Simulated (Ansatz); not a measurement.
RuW (L1₀ or tetragonal B2, space group No. 123), plane-wave PAW PBE (Ansatz code), all energies at zero smearing, with the estimated change up to a 700 eV cutoff added, with one set of potentials and settings (totals compare only within such a set). Cell of 2 atoms (1 Ru, 1 W): -16264.545 eV.

| element | reference phase | E (eV/atom) |
|---|---|---|
| Ru | P6_3/mmc, 2 atoms in the cell | -5878.7331 |
| W | Im-3m, 1 atoms in the cell | -10385.9177 |

Formation energy per atom, worked out: (-16264.545 − 1×(-5878.7331) − 1×(-10385.9177))/2 = 0.053 eV/atom (5 kJ per mol of atoms), at 0 K, without zero-point energy or fitted corrections.

Space group P4/mmm (L1₀ or tetragonal B2). A made-up cell: these elements were put on the sites of a structure type; neither database checked (COD, Materials Project) lists it. Its standing as an ambient phase is unchecked. Symmetry was held in the PBE relaxation; whether a distortion lowers the energy is not shown. The run is not spin-polarised. The references are the lowest solids computed at this level, not always the standard phases. Spin–orbit coupling is left out wherever it is not named.

Potentials: the earlier of the program's two PAW sets.
